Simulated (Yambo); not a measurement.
Yambo input for N (space group P4_2/mnm, No. 136) (a = 4.0841 Å, b = 4.0841 Å, c = 5.3459 Å, α = 90.00°, β = 90.00°, γ = 90.00°), on PBEsol (Quantum ESPRESSO, PseudoDojo norm-conserving, 84 Ry, scalar-relativistic) wavefunctions on a 6×6×4 mesh:

```
optics
chi
dipoles
kernel
FFTGvecs= 40 Ry
Chimod= "HARTREE"
NGsBlkXd= 4 Ry
% QpntsRXd
 1 | 1 |
%
% BndsRnXd
 1 | 60 |
%
GrFnTpXd= "R"
% EnRngeXd
 0.0 | 20.0 | eV
%
% DmRngeXd
 0.2 | 0.2 | eV
%
CGrdSpXd= 50
ETStpsXd= 161
% LongDrXd
 1.0 | 0.0 | 0.0 |
%
```

First lines of the file o-*.eps_q1_inv_rpa_dyson:

```
Absorption @ Q(1):   1.00000000     0.00000000     0.00000000    [q->0 direction]
#
# [ X ] Hartree size     :   91
# [GEN] GF Energies     : Perdew, Burke & Ernzerhof SOL(X)+Perdew, Burke & Ernzerhof SOL(C)
# [GEN] Green`s Function     : Retarded
#
# [GEN] Gauge     : Length
# [GEN] [r,Vnl] included     : yes
#
#    E[1] [eV]     Im(eps)     Re(eps)     Im(eps_o)     Re(eps_o)
#
     0.000000     0.69671E-09     1.606723     -0.41204E-18     2.068292
     0.125000     0.144987E-3     1.606769     0.446845E-3     2.068432
     0.250000     0.290162E-3     1.606904     0.894548E-3     2.068850
     0.375000     0.435718E-3     1.607131     0.001344     2.069548
     0.500000     0.581845E-3     1.607449     0.001796     2.070528
     0.625000     0.728739E-3     1.607858     0.002251     2.071790
     0.750000     0.876597E-3     1.608359     0.002711     2.073338
     0.875000     0.001026     1.608952     0.003176     2.075175
     1.000000     0.001176     1.609640     0.003648     2.077303
     1.125000     0.001328     1.610421     0.004127     2.079728
     1.250000     0.001482     1.611298     0.004614     2.082455
     1.375000     0.001638     1.612272     0.005110     2.085487
     1.500000     0.001796     1.613343     0.005617     2.088833
     1.625000     0.001956     1.614514     0.006135     2.092498
     1.750000     0.002120     1.615786     0.006666     2.096490
     1.875000     0.002286     1.617161     0.007212     2.100819
     2.000000     0.002456     1.618641     0.007773     2.105492
     2.125000     0.002630     1.620228     0.008351     2.110520
     2.250000     0.002807     1.621925     0.008949     2.115915
     2.375000     0.002989     1.623734     0.009566     2.121688
     2.500000     0.003176     1.625657     0.010206     2.127853
     2.625000     0.003368     1.627699     0.010871     2.134425
     2.750000     0.003565     1.629862     0.011562     2.141419
     2.875000     0.003769     1.632151     0.012282     2.148852
     3.000000     0.003979     1.634568     0.013034     2.156744
     3.125000     0.004196     1.637118     0.013821     2.165115
     3.250000     0.004422     1.639806     0.014645     2.173988
     3.375000     0.004655     1.642638     0.015510     2.183386
     3.500000     0.004898     1.645617     0.016421     2.193337
     3.625000     0.005152     1.648752     0.017381     2.203870
     3.750000     0.005416     1.652047     0.018395     2.215017
     3.875000     0.005693     1.655511     0.019468     2.226812
     4.000000     0.005983     1.659151     0.020607     2.239295
```
(The file goes on to the top of the energy range.) Convergence of the RPA response with its 6×6×4 mesh was not tested.

Geometry of the Materials Project entry, not relaxed at this level.

The structure is a Materials Project entry; no match was found in the copy of COD used, and its stability was not checked.

The distance between layers or molecules is the database entry's, not relaxed here. Functionals without dispersion can leave it too large, which widens gaps and weakens the response across layers: the numbers belong to this cell.
